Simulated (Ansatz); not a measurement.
ZrN (rock salt, Fm-3m) at seven volumes, LDA in the plane-wave PAW code Ansatz, scaled uniformly. One row is withheld.

```tsv
V (Å³/atom)	P (GPa)
10.536	32.75
10.883	?
11.230	9.23
11.578	0.00
11.925	-7.87
12.272	-14.59
12.620	-20.31
```

Problem. Fit the shown pressures and predict the withheld one.

Solution. P = (3/2)B₀(x^(7/2) − x^(5/2))[1 + (3/4)(B′ − 4)(x − 1)] with x = (V₀/V)^(2/3). Least squares on the six rows gives V₀ = 11.578 Å³/atom, B₀ = 284 GPa, B′ = 4.30. At V = 10.883, x = 1.0421 and P = 20.09 GPa. The run itself gave 20.05 GPa.

Symmetry was held in the LDA relaxation; of distortions, only those at the zone centre were tested. The run is not spin-polarised.

Potentials: the later of the program's two PAW sets.
